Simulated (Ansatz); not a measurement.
With plane-wave PAW PBE (Ansatz code), GaAs in the hexagonal phase (P6_222; Ga on 3d, As on 3c) relaxes to a = 4.081 Å, c = 8.936 Å. Against the elements it lies at -0.16 eV/atom, with no fitted shifts.

Electronic character: no gap, with almost no states at the Fermi level (zero-gap or semimetallic).

The bulk modulus is 637 kbar.

The start of the workflow was typed in or built on a structure type; neither database checked (COD, Materials Project) lists it. It is not the phase usual at ambient conditions (space group No. 216). The cell was relaxed with PBE under the symmetry of its start; its stability against distortions is not shown here. The references are the lowest solids computed at this level, not always the standard phases. Scalar-relativistic: spin–orbit coupling is off unless named, which matters more the heavier the elements.

Potentials: the later of the program's two PAW sets.
